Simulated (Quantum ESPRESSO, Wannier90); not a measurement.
Wannier functions of InAs (zinc blende)

```
InAs
1.0
    0.00000     3.05356     3.05356
    3.05356     0.00000     3.05356
    3.05356     3.05356     0.00000
In As
1 1
Direct
  0.25000   0.25000   0.25000
  0.00000   0.00000   0.00000
```

Cell from Materials Project (mp-20305), symmetrised, no further relaxation. COD (Crystallography Open Database) has an entry of this formula and space group (matched by these alone). Level: PBEsol, no spin polarisation, no spin-orbit coupling; pw.x of Quantum ESPRESSO at 68 Ry with PseudoDojo potentials, 8×8×8 k-points, Wannier90. Density: 10×10×10 mesh, cold smearing 0.01 Ry. Spin-orbit coupling is left out although heavy elements are present.

Functional, cutoff and mesh named above are those of the base row (8×8×8); the first column says what each row takes instead. Model: 8 functions from bands 11-25, start hydrogen-like In: s;p; As: s;p, centres 0.05 Å off the atoms, frozen window tied to the conduction edge or Fermi level of each row, as listed, which moves Ω_I and hoppings a little by itself. Energies are relative to the Fermi level; the misfit is to pw.x on a path, for states up to 1.0 eV relative to the Fermi level. Only the mesh of Bloch states changes. The disentangled Ω_I can sit in another minimum from row to row.

Q: Among the meshes 3×3×3, 4×4×4, 5×5×5, 7×7×7, 8×8×8, 10×10×10, which is the coarsest that interpolates to 20 meV rms?

A: 5×5×5.

| mesh | frozen to (eV) | Ω_I (Å²) | rms misfit (meV) | k-points (cost) | rough cost of nscf and overlaps (first row = 1) |
|---|---|---|---|---|---|
| 3×3×3 | 1.50 | 9.57 | 89 | 27 | 1.0 |
| 4×4×4 | 1.50 | 11.00 | 22 | 64 | 2.1 |
| 5×5×5 | 1.50 | 11.20 | 18 | 125 | 4 |
| 7×7×7 | 1.50 | 11.71 | 4.6 | 343 | 12 |
| 8×8×8 | 1.50 | 12.02 | 3.6 | 512 | 18 |
| 10×10×10 | 1.50 | 12.09 | 2.9 | 1000 | 30 |

Ω_I still rises with the mesh: the finite-difference spreads converge slowly and from below.
